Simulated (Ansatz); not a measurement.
Computed bands of a relaxed Bi4Te3 slab cut along (0 0 1).

Miller indices refer to the conventional cell of R-3m (No. 166), a = 4.508 Å, b = 4.508 Å, c = 43.006 Å, α = 90.00°, β = 90.00°, γ = 120.00°.

The slab has 14 planes, was cut to end in Te at the top (+c) and Bi at the bottom, and its atoms stand where a relaxation without spin-orbit coupling left them. Listed are levels within 1.2 eV of the Fermi level, the 22 nearest at most. Weights are Löwdin projections on the datasets' atomic orbitals, as shares of the full norm: they are low for levels that spill into the vacuum or into shells that a dataset lacks. Two planes next to each face count as outer, 4 of 14 in all, so a level spread evenly over the slab has a weight near 0.29.

```xyz
14
Lattice="4.5077 0.0000 0.0000 -2.2538 3.9038 0.0000 0.0000 0.0000 41.0466" Properties=species:S:1:pos:R:3 pbc="T T T"
Bi    0.0000    0.0000    7.4941
Bi    2.2538    1.3013    9.1500
Te    0.0000    2.6025   11.7782
Bi    0.0000    0.0000   13.4788
Te    2.2538    1.3013   15.4914
Bi    0.0000    2.6025   17.5062
Te    0.0000    0.0000   19.2090
Bi    2.2538    1.3013   21.8370
Bi    0.0000    2.6025   23.4955
Te    0.0000    0.0000   26.1184
Bi    2.2538    1.3013   27.8309
Te    0.0000    2.6025   29.8297
Bi    0.0000    0.0000   31.8718
Te    2.2538    1.3013   33.5384
```

Computed with Ansatz, DFT PBE, scalar-relativistic, plane waves, PAW.

Cutoff 420 eV; k points 9×9×1 on the computed 14-atom cell (Γ-centred); Gaussian smearing, width 0.05 eV; no spin polarisation. The cell repeats along c with a dipole correction in the vacuum.

Command
```bash
ansatz run input.yaml --threads 8 --pin off --max-ram 15360MiB --backend cpu --events-out ev --progress --plain --runs-dir out
```

3.2 min on 8 threads of Arm Neoverse V1 (shared host), peak memory 5.8 GiB

Levels at M (0.500, 0.000), in eV from the Fermi level, with weights (averaged over levels within 1.5 meV, which needn't be degenerate by symmetry):
```json
{"level": "-1.176", "outer two planes of both faces": "0.15"}
{"level": "-1.135", "outer two planes of both faces": "0.55"}
{"level": "-0.704", "outer two planes of both faces": "0.19"}
{"level": "0.388", "outer two planes of both faces": "0.24"}
{"level": "0.780", "outer two planes of both faces": "0.35"}
{"level": "1.056", "outer two planes of both faces": "0.18"}
{"level": "1.084", "outer two planes of both faces": "0.10"}
```

Levels at Γ (0.000, 0.000), in eV from the Fermi level, with weights (averaged over levels within 1.5 meV, which needn't be degenerate by symmetry):
| level | levels within 1.5 meV | outer two planes of both faces |
| --- | --- | --- |
| -0.423 | 2 | 0.08 |
| -0.362 | 2 | 0.88 |
| -0.322 | 1 | 0.20 |
| -0.163 | 1 | 0.40 |
| -0.108 | 1 | 0.73 |
| 0.468 | 2 | 0.06 |
| 0.611 | 2 | 0.40 |
| 0.618 | 1 | 0.16 |
| 0.898 | 1 | 0.32 |

Levels at K (0.333, 0.333), in eV from the Fermi level, with weights (averaged over levels within 1.5 meV, which needn't be degenerate by symmetry):
```json
{"level": "-1.054", "outer two planes of both faces": "0.08"}
{"level": "-1.012", "outer two planes of both faces": "0.22"}
{"level": "-0.948", "outer two planes of both faces": "0.19"}
{"level": "1.089", "outer two planes of both faces": "0.27"}
{"level": "1.128", "outer two planes of both faces": "0.13"}
{"level": "1.160", "outer two planes of both faces": "0.14"}
```

Bands cross the Fermi level. 2 of the listed levels have a weight of 0.6 or more on the outer planes; the nearest to the Fermi level is at -0.11 eV at Γ. The work function of the top face is 4.67 eV. Spin-orbit coupling is left out, which matters for the bands of heavy elements.
